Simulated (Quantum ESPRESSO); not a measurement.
## GeAl2ZnN4 (input and log of a self-consistent run)

A calculation, not a measurement. The program is pw.x of Quantum ESPRESSO 7.5 (plane-wave density functional theory). The cell is made up: 8 atoms on a wurtzite lattice, with randomly drawn elements, strain and displacements, not relaxed. PseudoDojo standard norm-conserving files (v0.5 for PBE, v0.4.1 for LDA and PBEsol) set the functional; there is no spin polarisation, spin-orbit coupling or dispersion term, and the masses in the input are unused placeholders.

Input:

```
&control calculation='scf', pseudo_dir='./dojo.nc.sr.pbe.v0_5.standard.upf', outdir='./o', disk_io='medium', tprnfor=.true., tstress=.true. /
&system ibrav=0, nat=8, ntyp=4, nbnd=36, ecutwfc=84.00895049, nosym=.true., tot_charge=0,
 occupations='smearing', smearing='fd', degauss=0.0018374661
/
&electrons conv_thr=7.350e-09, electron_maxstep=60, /
ATOMIC_SPECIES
Al 1.0 Al.upf
Ge 1.0 Ge.upf
N 1.0 N.upf
Zn 1.0 Zn.upf
CELL_PARAMETERS angstrom
3.1085 0.0 0.0
0.0 5.3839 0.0
0.0 0.0 5.0761
ATOMIC_POSITIONS angstrom
Ge 0.1176 -0.0839 0.1462
Al 1.4657 2.6945 0.2196
Zn 1.5129 0.9616 2.4675
Al 0.0894 3.4962 2.6024
N 0.0345 -0.0085 1.7968
N 1.5962 2.4929 1.9919
N 1.6942 0.8719 4.4016
N -0.1725 3.5453 4.4778
K_POINTS automatic
6 4 4 1 1 1
```

The log is shortened where brackets say so; the opening notice, blank lines, dates and the lines on written files are dropped, and the path of the files is cut. It prints rydbergs, bohrs and kilobars, and counts compression as positive stress.

```
     Program PWSCF v.7.5
     Parallel version (MPI & OpenMP), running on       1 processor cores
     Number of MPI processes:                 1
     Threads/MPI process:                     1
     [start-up lines left out]
     bravais-lattice index     =            0
     lattice parameter (alat)  =       5.8742  a.u.
     unit-cell volume          =     573.2903 (a.u.)^3
     number of atoms/cell      =            8
     number of atomic types    =            4
     number of electrons       =        60.00
     number of Kohn-Sham states=           36
     kinetic-energy cutoff     =      84.0090  Ry
     charge density cutoff     =     336.0358  Ry
     scf convergence threshold =      7.3E-09
     mixing beta               =       0.7000
     number of iterations used =            8  plain     mixing
     Exchange-correlation= PBE
                           (   1   4   3   4   0   0   0)
     [axes and pseudopotential details left out]
   Cartesian axes
     site n.     atom                  positions (alat units)
         1        Ge     tau(   1) = (   0.0378318  -0.0269905   0.0470323  )
         2        Al     tau(   2) = (   0.4715136   0.8668168   0.0706450  )
         3        Zn     tau(   3) = (   0.4866978   0.3093453   0.7937912  )
         4        Al     tau(   4) = (   0.0287599   1.1247225   0.8371884  )
         5        N      tau(   5) = (   0.0110986  -0.0027344   0.5780280  )
         6        N      tau(   6) = (   0.5134953   0.8019624   0.6407914  )
         7        N      tau(   7) = (   0.5450217   0.2804890   1.4159884  )
         8        N      tau(   8) = (  -0.0554930   1.1405179   1.4405018  )
     number of k points=    48  Fermi-Dirac smearing, width (Ry)=  0.0018
                       cart. coord. in units 2pi/alat
        k(    1) = (   0.0833333   0.0721712   0.0765474), wk =   0.0416667
        k(    2) = (   0.0833333   0.0721712   0.2296423), wk =   0.0416667
     [further k points left out]
     Dense  grid:    59647 G-vectors     FFT dimensions: (  36,  60,  60)
     Estimated max dynamical RAM per process >      77.64 MB
     Initial potential from superposition of free atoms
     starting charge      59.9941, renormalised to      60.0000
     Starting wfcs are   43 randomized atomic wfcs
     total cpu time spent up to now is        7.2 secs
     per-process dynamical memory:    46.0 Mb
     Self-consistent Calculation
     iteration #  1     ecut=    84.01 Ry     beta= 0.70
     Davidson diagonalization with overlap
     ethr =  1.00E-02,  avg # of iterations =  3.0
     total cpu time spent up to now is       27.0 secs
     total energy              =    -688.14937892 Ry
     estimated scf accuracy    <       2.31176137 Ry
     iteration #  2     ecut=    84.01 Ry     beta= 0.70
     Davidson diagonalization with overlap
     ethr =  3.85E-03,  avg # of iterations =  2.6
     total cpu time spent up to now is       44.7 secs
     total energy              =    -688.82874915 Ry
     estimated scf accuracy    <       1.99126915 Ry
     iteration #  3     ecut=    84.01 Ry     beta= 0.70
     Davidson diagonalization with overlap
     ethr =  3.32E-03,  avg # of iterations =  2.0
     total cpu time spent up to now is       58.7 secs
     total energy              =    -689.16294057 Ry
     estimated scf accuracy    <       0.05385557 Ry
     iteration #  4     ecut=    84.01 Ry     beta= 0.70
     Davidson diagonalization with overlap
     c_bands:  1 eigenvalues not converged
     ethr =  8.98E-05,  avg # of iterations =  6.1
     total cpu time spent up to now is       76.9 secs
     total energy              =    -689.18149403 Ry
     estimated scf accuracy    <       0.00809013 Ry
     iteration #  5     ecut=    84.01 Ry     beta= 0.70
     Davidson diagonalization with overlap
     ethr =  1.35E-05,  avg # of iterations =  4.6
     total cpu time spent up to now is       90.6 secs
     total energy              =    -689.18289270 Ry
     estimated scf accuracy    <       0.00402771 Ry
     [iterations 6 to 8 left out]
     iteration #  9     ecut=    84.01 Ry     beta= 0.70
     Davidson diagonalization with overlap
     ethr =  2.21E-08,  avg # of iterations =  2.8
     total cpu time spent up to now is      143.0 secs
     total energy              =    -689.18338692 Ry
     estimated scf accuracy    <       0.00000054 Ry
     iteration # 10     ecut=    84.01 Ry     beta= 0.70
     Davidson diagonalization with overlap
     ethr =  9.08E-10,  avg # of iterations =  4.1
     total cpu time spent up to now is      169.5 secs
     total energy              =    -689.18338680 Ry
     estimated scf accuracy    <       0.00000091 Ry
     iteration # 11     ecut=    84.01 Ry     beta= 0.70
     Davidson diagonalization with overlap
     ethr =  9.08E-10,  avg # of iterations =  2.0
     total cpu time spent up to now is      188.6 secs
     total energy              =    -689.18338691 Ry
     estimated scf accuracy    <       0.00000004 Ry
     iteration # 12     ecut=    84.01 Ry     beta= 0.70
     Davidson diagonalization with overlap
     ethr =  6.74E-11,  avg # of iterations =  3.1
     total cpu time spent up to now is      209.6 secs
     total energy              =    -689.18338692 Ry
     estimated scf accuracy    <       0.00000001 Ry
     iteration # 13     ecut=    84.01 Ry     beta= 0.70
     Davidson diagonalization with overlap
     ethr =  1.71E-11,  avg # of iterations =  2.0
     total cpu time spent up to now is      226.9 secs
     End of self-consistent calculation
     [lines on levels left out]
!    total energy              =    -689.18338692 Ry
     estimated scf accuracy    <          2.4E-09 Ry
     smearing contrib. (-TS)   =      -0.00000000 Ry
     internal energy E=F+TS    =    -689.18338692 Ry
     The total energy is F=E-TS. E is the sum of the following terms:
     one-electron contribution =    -505.40632877 Ry
     hartree contribution      =     287.25202084 Ry
     xc contribution           =    -118.21559953 Ry
     ewald contribution        =    -352.81347946 Ry
     convergence has been achieved in  13 iterations
     Forces acting on atoms (cartesian axes, Ry/au):
     atom    1 type  2   force =    -0.01313207    0.04799791   -0.25310963
     atom    2 type  1   force =     0.00148696   -0.04808991   -0.10994928
     atom    3 type  4   force =     0.01551916   -0.32506379    0.12808609
     atom    4 type  1   force =    -0.03660572    0.02466592   -0.02635200
     atom    5 type  3   force =    -0.02365048   -0.13110174    0.19368141
     atom    6 type  3   force =     0.02008323    0.44480736   -0.07595920
     atom    7 type  3   force =    -0.03284188   -0.01456589    0.11477577
     atom    8 type  3   force =     0.06914081    0.00135014    0.02882684
     Total force =     0.696609     Total SCF correction =     0.000130
     Computing stress (Cartesian axis) and pressure
          total   stress  (Ry/bohr**3)                   (kbar)     P=      206.29
   0.00024675   0.00021465  -0.00001637           36.30       31.58       -2.41
   0.00021465   0.00191352  -0.00034434           31.58      281.49      -50.65
  -0.00001637  -0.00034434   0.00204677           -2.41      -50.65      301.09
     init_run     :      6.25s CPU      7.10s WALL (       1 calls)
     electrons    :    201.93s CPU    219.71s WALL (       1 calls)
     forces       :      3.07s CPU      3.14s WALL (       1 calls)
     stress       :     11.28s CPU     11.36s WALL (       1 calls)
     [timing details left out]
     PWSCF        :   3m42.79s CPU   4m 1.90s WALL
     JOB DONE.
```

In other units: free energy -9376.818 eV for the cell, pressure 20.63 GPa, largest force component 11.436 eV/Å. A rerun of the same cell at another strain at 1437 eV and a 8 x 6 x 6 mesh moved values by no more than 0.002 eV in energy, 0.03 GPa in stress and 0.003 eV/Å in force.